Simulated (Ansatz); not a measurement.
Ag:
```
CELL_PARAMETERS angstrom
      2.81411     0.00000     0.00000
     -1.40706     2.43709     0.00000
      0.00000     0.00000     2.73538
ATOMIC_POSITIONS crystal
  Ag 0.00000 0.00000 0.00000
```

Relaxed with r²SCAN. Special points in fractions of this cell's reciprocal vectors: Γ (0.000, 0.000, 0.000); M (0.500, 0.000, 0.000); K (0.333, 0.333, 0.000); A (0.000, 0.000, 0.500); L (0.500, 0.000, 0.500); H (0.333, 0.333, 0.500).

List the band energies nearest the Fermi level at these points for the program Ansatz at the r²SCAN with spin–orbit coupling level (PAW).

In eV from the Fermi level; about four levels below and three above (degenerate sets whole), none deeper than 8.9 eV; … stands for higher levels left out; points with the same levels are listed once.

| k | below | above |
|---|---|---|
| Γ | -3.35 -3.35 -3.08 -3.08 | 13.81 13.81 … |
| M | -2.92 -2.92 -0.06 -0.06 | 3.30 3.30 … |
| K | -4.09 -4.09 -3.86 -3.86 | 4.16 4.16 4.30 4.30 |
| A | -3.97 -3.97 -0.98 -0.98 | 1.42 1.42 … |
| L | -2.89 -2.89 -2.51 -2.51 | 4.36 4.36 5.20 5.20 |
| H | -4.34 -4.34 -2.70 -2.70 | 7.12 7.12 8.70 8.70 |

Space group P6/mmm (simple hexagonal). The start of the workflow was typed in or built on a structure type; neither database checked (COD, Materials Project) lists it. It is not the phase usual at ambient conditions (space group No. 225). Symmetry was held in the r²SCAN relaxation. At this level the phase is mechanically unstable. No spin polarisation was allowed.

Potentials: the later of the program's two PAW sets.
